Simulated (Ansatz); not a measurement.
Here is the system:

Cu$_{2}$SiTe$_{3}$:
```
Cu2SiTe3
1.0
    3.61361     6.29777     0.00000
   -3.61361     6.29777     0.00000
   -2.35696     0.00000     6.85263
Si Cu Te
2 4 6
Cartesian
  0.68109   5.22731   0.09767
 -0.49739   7.36824   3.52399
 -1.78818   1.07111   6.81505
 -0.60970  11.52444   3.38873
 -1.70564   9.41073   6.84175
 -0.52716   3.18482   3.41543
 -0.61032   7.35453   0.88277
 -1.78880   5.24102   4.30908
 -0.52238  11.52805   0.82866
 -1.70086   1.06750   4.25498
 -0.56661   3.17755   0.86776
 -1.74509   9.41800   4.29408
```

This is the r²SCAN-relaxed structure. Tensor components refer to the Cartesian frame of this cell.

All from plane-wave PAW r²SCAN (Ansatz code), unless another level is named. Predict the smallest direct gap on the standard path.

0.47 eV.

Next, the formation energy from the elements (no fitted shifts)?

-0.11 eV/atom.

Next, the band gap?

0.40 eV (indirect).

Predict the conduction-band minimum.

off the standard path, at k = (0.331, -0.333, 0.357).

Next, the valence-band maximum?

at Γ.

Space group Cc. The first step of the workflow began from a Materials Project structure, measured or hypothetical; the Crystallography Open Database copy checked does not list it. With Si and Cu taken as one species the cell has the higher symmetry Imm2, so it may be an ordered model of a mixed-site phase. Its standing as an ambient phase is unchecked. The r²SCAN relaxation kept the symmetry of its start; whether a distortion lowers the energy is not shown. The run is not spin-polarised. The references are the lowest solids computed at this level, not always the standard phases. Scalar-relativistic: spin–orbit coupling is off unless named, which matters more the heavier the elements.

Potentials: the earlier of the program's two PAW sets.
